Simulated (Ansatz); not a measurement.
Here is the system:

BeAu:
```xyz
8
Lattice="4.6859 0.0000 0.0000 0.0000 4.6859 0.0000 0.0000 0.0000 4.6859" Properties=species:S:1:pos:R:3 pbc="T T T"
Au     0.7208     0.7208     0.7208
Au     1.6221     3.9651     3.0638
Au     3.0638     1.6221     3.9651
Au     3.9651     3.0638     1.6221
Be     3.9636     3.9636     3.9636
Be     3.0653     0.7223     1.6207
Be     1.6207     3.0653     0.7223
Be     0.7223     1.6207     3.0653
```

This is the r²SCAN-relaxed structure.

### Question
All from DFT-r²SCAN in the program Ansatz with PAW potentials, unless another level is named. Estimate the formation energy from the elements (no fitted shifts).

### Answer
-0.14 eV/atom.

### Question
Predict the density of states at the Fermi level.

### Answer
0.24 states/eV per atom (mean over ±0.08 eV).

Space group P2_13. The workflow started from an entry of the Crystallography Open Database (COD). Whether it is the stable phase at ambient conditions was not checked. The r²SCAN relaxation kept the symmetry of its start; whether a distortion lowers the energy is not shown. The references are the lowest solids computed at this level, not always the standard phases. Scalar-relativistic: spin–orbit coupling is off unless named, which matters more the heavier the elements.

Potentials: the later of the program's two PAW sets.
